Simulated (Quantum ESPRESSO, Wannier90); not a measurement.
# Wannierisation of CsHgF$_{3}$ (cubic perovskite)

Materials Project entry mp-561947; symmetrised, unrelaxed at this level. COD (Crystallography Open Database) records the formula in this space group. Ideal cubic forms of this type are often high-temperature phases that distort on cooling; symmetry holds the cell here, and its stability was not tested. Computed values, not measurements, from PBEsol: Quantum ESPRESSO (norm-conserving PseudoDojo potentials, cutoff 68 Ry, no spin polarisation, no spin-orbit coupling) on a Γ-centred 6×6×6 mesh, then Wannier90. Density: 8×8×8 mesh, Gaussian smearing 0.01 Ry. Spin-orbit coupling is left out although heavy elements are present.

```
begin unit_cell_cart
ang
    4.5954500000    0.0000000000    0.0000000000
    0.0000000000    4.5954500000    0.0000000000
    0.0000000000    0.0000000000    4.5954500000
end unit_cell_cart
mp_grid = 6 6 6
```

Which shells of neighbouring k-points and which b-vectors and weights does Wannier90 pick for this cell and mesh?


```
 *---------------------------------- K-MESH ----------------------------------*
 +----------------------------------------------------------------------------+
 |                    Distance to Nearest-Neighbour Shells                    |
 |                    ------------------------------------                    |
 |          Shell             Distance (Ang^-1)          Multiplicity         |
 |          -----             -----------------          ------------         |
 |             1                   0.227877                      6            |
 |             2                   0.322267                     12            |
 |             3                   0.394695                      8            |
 |             4                   0.455754                      6            |
 |             5                   0.509549                     24            |
 |             6                   0.558182                     24            |
 |             7                   0.644534                     12            |
 |             8                   0.683631                     30            |
       ... (lines left out)
 +----------------------------------------------------------------------------+
 | The b-vectors are chosen automatically                                     |
 | The following shells are used:                       1                     |
 +----------------------------------------------------------------------------+
 |                        Shell   # Nearest-Neighbours                        |
 |                        -----   --------------------                        |
 |                          1               6                                 |
 +----------------------------------------------------------------------------+
 | Completeness relation is fully satisfied [Eq. (B1), PRB 56, 12847 (1997)]  |
 +----------------------------------------------------------------------------+
 |                  b_k Vectors (Ang^-1) and Weights (Ang^2)                  |
 |                  ----------------------------------------                  |
 |            No.         b_k(x)      b_k(y)      b_k(z)        w_b           |
 |            ---        --------------------------------     --------        |
 |             1         0.000000    0.000000    0.227877     9.628727        |
 |             2         0.000000    0.227877    0.000000     9.628727        |
 |             3         0.227877    0.000000    0.000000     9.628727        |
 |             4         0.000000    0.000000   -0.227877     9.628727        |
 |             5         0.000000   -0.227877    0.000000     9.628727        |
 |             6        -0.227877    0.000000    0.000000     9.628727        |
```
